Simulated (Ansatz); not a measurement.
ScCu, DFT, LDA, all-electron PAW with datasets made for the crystal, scalar-relativistic (Ansatz 0.2.0), run on 1 thread of Intel(R) Xeon(R) Platinum 8488C (Sapphire Rapids) on a shared host.

The geometry is COD entry 1523972, unchecked; take it as a test cell. The listed cell was then made from it by scaling, straining or moving an atom.

Command: `ansatz run input.yaml --threads 1 --pin off --max-ram 3072MiB --backend cpu --events-out ev --progress --plain --runs-dir out`

```yaml
crystal:
  lattice:
    - [3.2341469926, 0.0, 0.0]
    - [0.0, 3.2341469926, 0.0]
    - [0.0, 0.0, 3.2341469926]
  atoms:
    - { symbol: Sc, position: [0.5, 0.5, 0.5] }
    - { symbol: Cu, position: [0.0, 0.0, 0.0] }
kpoints:
  mp_grid: { grid: [11, 11, 11] }
scf:
  occupations: { method: fermi_dirac, width: 0.05 }
hamiltonian:
  xc: lda
  pseudopotentials: { kind: all_electron, datasets: crystal }
output:
  forces: true
  stress: true
  eigenvalues: true
  efg: { contact_densities: true }
```

Task: How large is the problem that the program sets up?

Result: 56 irreducible k-points, 257 plane waves at Γ, 17 bands.

Task: About how long does it take, and how much memory does it use?

Result: 7 s of wall time for 12 SCF iterations, with a peak of 0.5 GiB. Times on shared machines scatter by tens of per cent.

Task: And the same cell and mesh by PAW (frozen-core files), asked for forces, stress, eigenvalues, efg, write_density, write_potential, elf, on the same hardware?

Result: 3.1 s, peak memory 0.43 GiB.
